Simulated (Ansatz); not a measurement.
Ansatz (an electronic-structure program) input:

Ansatz 0.2 input:
```yaml
crystal:
  lattice:
    - [0.0, 2.7168668278, 2.7168668278]
    - [2.7168668278, 0.0, 2.7168668278]
    - [2.7168668278, 2.7168668278, 0.0]
  atoms:
    - { symbol: P, position: [0.75, 0.75, 0.75] }
    - { symbol: Al, position: [0.0, 0.0, 0.0] }
kpoints:
  mp_grid: { grid: [9, 9, 9] }
hamiltonian:
  xc: lda
  pseudopotentials: { kind: paw }
scf:
  occupations: { method: fixed }
phonons:
  method: dfpt
  response_accuracy: low
  eigenvectors: true
  rigid_motions: translations
  dielectric: true
  raman: true
```

Output (shortened):

```
Pseudopotential: P, paw, valence charge 5
Pseudopotential: Al, paw, valence charge 3
Functional definition: SPW92
Crystal: 2 atoms, lattice volume = 40.108 Å³
Basis set: ecut = 420 eV, 749 PW (Γ), exchange–correlation on 54×54×54 points (8 copies of the dense FFT grid, shifted against one another)
Bands: 8, of which v1, the nominal top of the filled ones, is band 4 counted from 1 (3 counted from 0)
Symmetry: 24 space group operations
k-points: 125 of 729 (irreducible under 4 space group operations, time reversal used)
SCF iter   1: F=—  HF=-1240.044444 eV  |F-HF|=—  |Δ(HF+E_count)|=         —  Δρ=4.30e-3  dr2=7.39e-3  ethr=1.77e-3  ⟨swp⟩=5.4  Hψ=7349  notcnv=0  defer=234
preconditioner: auto → none
SCF iter   2: F=—  HF=-1240.042296 eV  |F-HF|=—  |Δ(HF+E_count)|=   2.15e-3  Δρ=1.93e-3  dr2=9.04e-4  ethr=9.23e-5  ⟨swp⟩=2.6  Hψ=2524  notcnv=0  defer=241
SCF iter   3: F=—  HF=-1240.042095 eV  |F-HF|=—  |Δ(HF+E_count)|=   2.01e-4  Δρ=4.95e-4  dr2=8.29e-5  ethr=1.13e-5  ⟨swp⟩=2.6  Hψ=1511  notcnv=0  defer=240
SCF iter   4: F=—  HF=-1240.042083 eV  |F-HF|=—  |Δ(HF+E_count)|=   1.20e-5  Δρ=3.36e-5  dr2=3.99e-7  ethr=1.04e-6  ⟨swp⟩=2.2  Hψ=1414  notcnv=0  defer=232
SCF iter   5: F=—  HF=-1240.042084 eV  |F-HF|=—  |Δ(HF+E_count)|=   5.49e-7  Δρ=1.01e-5  dr2=3.18e-8  ethr=4.99e-9  ⟨swp⟩=2.0  Hψ=1515  notcnv=0  defer=205
SCF iter   6: F=—  HF=-1240.042084 eV  |F-HF|=—  |Δ(HF+E_count)|=   1.49e-8  Δρ=5.77e-7  dr2=1.86e-10  ethr=3.97e-10  ⟨swp⟩=2.5  Hψ=1485  notcnv=0  defer=205
SCF iter   7: F=-1240.042084 eV  HF=-1240.042084 eV  |F-HF|=9.09e-13  |Δ(HF+E_count)|=  8.82e-11  Δρ=7.41e-8  dr2=2.78e-12  ethr=1.25e-12  ⟨swp⟩=11.0  Hψ=8205  notcnv=0
SCF 1 converged in 7 iterations: F = -1240.042084 eV  dr2 = 2.78e-12
NSCF: frozen V_eff on 6 k-points
DFPT response loops at Γ: preconditioner auto → none (the input reference at scf.mixing.eps_inf says where Resta's filter doesn't serve); β = 0.50 …
── the response to a field inside a basis, on 10×10×10 k-points: an SCF that follows is theirs, and a resumed run solves both again ──
Crystal: 2 atoms, lattice volume = 40.108 Å³
Bands: 5, of which v1, the nominal top of the filled ones, is band 4 counted from 1 (3 counted from 0)
k-points: 110
SCF iter   1: F=—  HF=-1240.041511 eV  |F-HF|=—  |Δ(HF+E_count)|=         —  Δρ=8.19e-5  dr2=4.85e-7  ethr=1.00e-1
preconditioner: auto → none
SCF iter   2: F=—  HF=-1240.041512 eV  |F-HF|=—  |Δ(HF+E_count)|=   3.66e-7  Δρ=4.19e-5  dr2=1.00e-7  ethr=6.07e-9
SCF iter   3: F=—  HF=-1240.041512 eV  |F-HF|=—  |Δ(HF+E_count)|=   1.41e-7  Δρ=8.88e-6  dr2=9.90e-9  ethr=1.25e-9
SCF iter   4: F=-1240.041512 eV  HF=-1240.041512 eV  |F-HF|=1.82e-12  |Δ(HF+E_count)|=   4.04e-9  Δρ=2.46e-7  dr2=9.95e-12  ethr=1.24e-10
SCF 1 converged in 4 iterations: F = -1240.041512 eV  dr2 = 9.95e-12
DFPT response loops at Γ: mixed as the last ones told, above
DFPT response loops at Γ: mixed as the last ones told, above
SCF converged after 7 iterations
Free energy (F): -1240.042084 eV
Harris-Foulkes:  -1240.042084 eV  (|F-HF|=9.09e-13)
Internal energy: -1240.042084 eV  (E = F + TS)
E sigma→0 (E₀):  -1240.042084 eV
Fermi energy:    5.005112 eV
--- Per-component energies (eV) ---
  E_band       = 4.081020
  E_kinetic    = 94.522254
  E_local      = -83.050769  (includes V_loc(G=0)·N_el)
  E_nonlocal   = 46.746087
  E_hartree    = 24.517906
  E_xc         = -100.919780
  E_vxc        = -90.672769  (∫ρ·V_xc dr)
  E_paw        = -983.601698  (= ΣΔE_a)
  E_vpaw       = -12.499603  (= ΣTr[D̂ρ^β])
  E_aug_tail   = -0.000001  (compensation charges beyond the density's cutoff)
  E_ewald      = -238.429152
  E_core_change = 0.173068  (= ΣΔE_core)
  E_smearing   =  0.000000  (= −TS)
  E_closure    = 0.000000  (closes the sum)
  Σ components = -1240.042084   (vs F -1240.042084, Δ=0.00e0)
  [band-id]    e_kinetic+e_local+e_nonlocal+2·e_hartree+e_vxc+e_vpaw+e_augmentation_tail = 4.081012   (vs E_band 4.081020, Δ=-7.72e-6)
--- Band table (eV; the first three rows and the last of 125) ---
  k-point 0: bands = ["-6.5864", "5.0051", "5.0051", "5.0051", "8.2348", "9.5007", "9.5007", "9.5007"]
  k-point 1: bands = ["-6.4470", "3.9640", "4.8825", "4.8825", "8.6477", "9.7358", "9.7358", "9.8774"]
  k-point 2: bands = ["-6.0475", "2.2037", "4.6213", "4.6213", "8.3503", "10.0720", "10.0720", "11.4580"]
  k-point 124: bands = ["-4.6635", "0.3083", "1.8477", "3.4991", "8.9414", "10.2134", "10.7952", "12.9078"]
--- Phonons (Γ-DFPT): 2 representative perturbations + reference, on 125 of 729 k-points (Σ response iterations 4) ---
  ASR residual: 6.423e-5 → 0.000e0 eV/Å²; symmetrization residual: 5.118e-7 eV/Å²
  ASR residual per site (eV/Å²): 6.42e-5 2.26e-6
  Γ frequencies (cm⁻¹): 0.00 0.00 0.00 440.30 440.30 440.30
  ε∞ (high-frequency dielectric tensor):
        8.328556     0.000000     0.000000
        0.000000     8.328556     0.000000
        0.000000     0.000000     8.328556
  ε⁰ (static dielectric tensor: ions relaxed, cell fixed):
       10.486664     0.000000     0.000000
        0.000000    10.486664     0.000000
        0.000000     0.000000    10.486664
  ε⁰ − ε∞ (ionic part):
        2.158108     0.000000     0.000000
        0.000000     2.158108     0.000000
        0.000000     0.000000     2.158108
  softest optical mode at Γ: 440.30 cm⁻¹; the repairs (sum rule, projections) moved no ω² at Γ by more than (0.77 cm⁻¹)²
  Born effective charges Z* (e; rows j = field, columns β = displacement):
    site 0:
        -2.21754    0.00000    0.00000
         0.00000   -2.21754    0.00000
         0.00000    0.00000   -2.21754
    site 1:
         2.21754    0.00000    0.00000
         0.00000    2.21754    0.00000
         0.00000    0.00000    2.21754
  Z* charge neutrality: 1.349e-4 e pre-enforcement
  solved inside a basis spanned on kpoints, on 10×10×10 k-points transformed towards the longest dipole …
  Raman tensors (in the event stream and the table raman_tensors.tsv) …
  optical modes at Γ without the LO–TO term, one row a degenerate level:
      ω (cm⁻¹)  modes    IR ((D/Å)²/amu)  static Raman (Å⁴/amu)  depolarisation
        440.30      3            23.6025                84.3550           0.750
  optical modes at Γ + LO–TO along q̂ = [1.0000, 0.0000, 0.0000]:
      ω (cm⁻¹)  modes    IR ((D/Å)²/amu)  static Raman (Å⁴/amu)  depolarisation
        440.30      2            15.7350                56.2367           0.750
        494.06      1             7.8675                85.9879           0.750
  optical modes at Γ + LO–TO along q̂ = [0.0000, 1.0000, 0.0000]:
      ω (cm⁻¹)  modes    IR ((D/Å)²/amu)  static Raman (Å⁴/amu)  depolarisation
        440.30      2            15.7350                56.2367           0.750
        494.06      1             7.8675                85.9879           0.750
  optical modes at Γ + LO–TO along q̂ = [0.0000, 0.0000, 1.0000]:
      ω (cm⁻¹)  modes    IR ((D/Å)²/amu)  static Raman (Å⁴/amu)  depolarisation
        440.30      2            15.7350                56.2367           0.750
        494.06      1             7.8675                85.9879           0.750
```

Cost: about 4 core-minutes (a rough figure) on shared cores.

Space group F-43m (zinc blende). The cell was relaxed with LDA under the symmetry of its start; phonons on a q-mesh show no instability.

Potentials: the later of the program's two PAW sets.

Ansatz is a plane-wave DFT program.
